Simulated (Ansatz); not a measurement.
NiGe:
```
CELL_PARAMETERS angstrom
      2.92896     0.00000     0.00000
      0.00000     2.92896     0.00000
      0.00000     0.00000     2.92896
ATOMIC_POSITIONS crystal
  Ni 0.00000 0.00000 0.00000
  Ge 0.50000 0.50000 0.50000
```

This is the PBEsol-relaxed structure.

Q: All from PBEsol in the plane-wave PAW code Ansatz, unless another level is named. Estimate the electronic character.

A: metallic (no gap).

Q: Next, the formation energy from the elements (no fitted shifts)?

A: -0.12 eV/atom.

Q: Predict the density of states at the Fermi level.

A: 0.49 states/eV per atom (mean over ±0.08 eV).

Q: What about the gap with spin–orbit coupling?

A: none (metallic).

Space group Pm-3m (CsCl type). The cell is a constructed one: a structure type filled with these elements; neither database checked (COD, Materials Project) lists it. COD files the formula under space group No. 62. Whether it is the stable phase at ambient conditions was not checked. The cell was relaxed with PBEsol under the symmetry of its start; whether a distortion lowers the energy is not shown. The workflow began spin-polarised and lost its moments. The references are the lowest solids computed at this level, not always the standard phases. Scalar-relativistic: spin–orbit coupling is off unless named, which matters more the heavier the elements.

Potentials: the later of the program's two PAW sets.
